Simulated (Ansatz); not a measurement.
ZrS: moving Zr off its site

ZrS, Fm-3m, a = 5.250 Å (as given, not relaxed at this level: -2.0 GPa). The structure is a COD entry; whether it is the stable form wasn't checked. Ansatz: r2SCAN, PAW, 500 eV, Γ-centred 16×16×16 mesh on 2 atoms, Gaussian smearing 0.15 eV; no spin polarisation.

```xyz
2
Lattice="0.0000 2.6250 2.6250 2.6250 0.0000 2.6250 2.6250 2.6250 0.0000" Properties=species:S:1:pos:R:3 pbc="T T T"
Zr    0.0000    0.0000    0.0000
S     2.6250    2.6250    2.6250
```

Atom 1 (Zr) moves by x along the unit vector (0.000, 0.000, -1.000), with its periodic images; all else is held. y is the free energy of the cell over the start, F the force along the path summed over the moved atoms. Symmetry makes y even in x.

```
  x (Å) y (meV) F (eV/Å)
-0.5000   1163.0      6.93
-0.2500    182.8      1.77
 0.0000      0.0      0.00
 0.0625      9.1     -0.30
 0.1250     38.5     -0.66
 0.1875        ?         ?
 0.3125    317.9     -2.59
 0.3750    513.6     -3.72
 0.4375    788.5     -5.13
```

Fit y = c2 x² + c4 x⁴ to the energies of the other rows, give the force constant, and predict energy and force of the missing row.

Least squares on the rows shown. y = 2360.8 x² + 9171.1 x⁴. The force constant is 2 c2 = 4.72 eV/Å², for the cell as given, at -2.0 GPa (for all images moving together, not for a lone atom). With two atoms in a cubic cell this is the optical mode at Γ (in a metal it hangs on mesh and smearing): ω = 521.5 √(2 c2/μ) = 233 cm⁻¹ for μ = 23.72 u. The force −dy/dx at the missing row is -1.13 eV/Å (computed -1.12). At x = 0.1875 the fit asked for gives 94.3 meV. The run gave 93.2 meV, so the fit is 1.1 meV too high, a small miss on the scale of the series.